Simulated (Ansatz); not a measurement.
Theory: DFT PBE, scalar-relativistic, plane waves, PAW (Ansatz 0.2.0). All cells share a 420 eV cutoff and Γ-centred k meshes spaced at most about 0.3 Å⁻¹ (about 0.25 or finer for metals, 2π included). No spin polarisation in the final relaxations.

These are static total energies at zero pressure.

Compare these two cells of AsPb4, each relaxed at this level.

A.

```
CELL_PARAMETERS angstrom
-3.68055 3.68055 3.14281
3.68055 -3.68055 3.14281
3.68055 3.68055 -3.14281
ATOMIC_POSITIONS crystal
As 0.00000 0.00000 0.00000
Pb 0.71699 0.71699 0.43398
Pb 0.28301 0.28301 0.56602
Pb 0.28301 0.71699 0.00000
Pb 0.71699 0.28301 0.00000
```

B.

```
CELL_PARAMETERS angstrom
5.57638 0.00000 0.00000
-2.78819 4.82929 0.00000
0.00000 0.00000 8.60660
ATOMIC_POSITIONS crystal
As 0.00000 0.00000 0.00000
Pb 0.33333 0.66667 0.00000
Pb 0.66667 0.33333 0.00000
Pb 0.00000 0.00000 0.31171
Pb 0.00000 0.00000 0.68829
```

Task: Which would you expect to be lower, and how large is the difference?

Result: A is lower, by 281 meV/atom. A has space group I4/mmm (No. 139), 34.1 Å³/atom and no gap on its mesh; B has space group P6/mmm (No. 191), 46.4 Å³/atom and no gap. Counting Pb atoms around As (those within 1.25 times the shortest such distance or 1.15 times the sum of covalent radii; a plus sign parts nearer from farther groups), A has As 4 and B has As 2+6. The denser one is the lower, and pressure would at first widen the difference. Even the lower one lies +0.25 eV/atom against the reference forms of the elements (uncorrected), so neither is stable at this level. In A, As is surrounded by 4 Pb at 2.95 Å and 8 Pb at 3.87 Å; around Pb lie 1 As at 2.95 Å, 4 Pb at 3.19–3.22 Å and 2 As at 3.87 Å. In B, As is surrounded by 2 Pb at 2.68 Å and 6 Pb at 3.22 Å; Pb on a site of symmetry -6m2 is surrounded by 3 As at 3.22 Å, 3 Pb at 3.22 Å and 6 Pb at 4.19 Å; around Pb on a site of symmetry 6mm lie 1 As at 2.68 Å, 1 Pb at 3.24 Å and 6 Pb at 4.19 Å. Both come from invented guesses. A third cell relaxed alike, in Im-3m, lies 49 meV/atom below the lower of the two.

These runs have no spin–orbit coupling, which can matter for Pb. A magnetic state wasn't ruled out in cells without spin, among them I4/mmm, P6/mmm. Cells relaxed within their symmetry can be saddle points.
